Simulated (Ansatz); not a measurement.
SnPt₃: pressure against volume, fitted

```
CELL_PARAMETERS angstrom
4.00000 0.00000 0.00000
0.00000 4.00000 0.00000
0.00000 0.00000 4.00000
ATOMIC_POSITIONS crystal
Sn 0.00000 0.00000 0.00000
Pt 0.00000 0.50000 0.50000
Pt 0.50000 0.00000 0.50000
Pt 0.50000 0.50000 0.00000
```

Atom numbers follow the list: Sn1, Pt2, Pt3, Pt4.

The cell comes from COD entry 1523555, which wasn't checked; take it as a given geometry.

No spin–orbit coupling, which matters for the heavy atoms here.

These are results of DFT, LDA, all-electron LAPW, scalar-relativistic (Ansatz 0.2.0), not measurements.

Settings: a Γ-centred 8×8×8 k mesh, Fermi–Dirac smearing of 0.05 eV, basis error target 0.5 meV/atom, no spin polarisation.

The cell is scaled evenly. Fractional coordinates are held (clamped ions).

```tsv
V (Å³/atom)	P (GPa)
15.360	6.70
15.680	1.22
15.840	-1.26
16.000	-3.59
16.160	-5.77
16.320	-7.82
16.640	-11.53
16.960	-14.78
```

Fit a third-order Birch–Murnaghan curve to the pressures.

P = (3B0/2)(y^(7/2) − y^(5/2))[1 + (3/4)(B0′ − 4)(y − 1)] with y = (V0/V)^(2/3) fits within 0.01 GPa for V0 = 15.757 Å³/atom, B0 = 244.9 GPa and B0′ = 5.37.

Predict the pressure at the withheld volume, 15.040 Å³/atom.

There y = 1.0316, so the fit gives 12.93 GPa; the run gave 12.91 GPa.
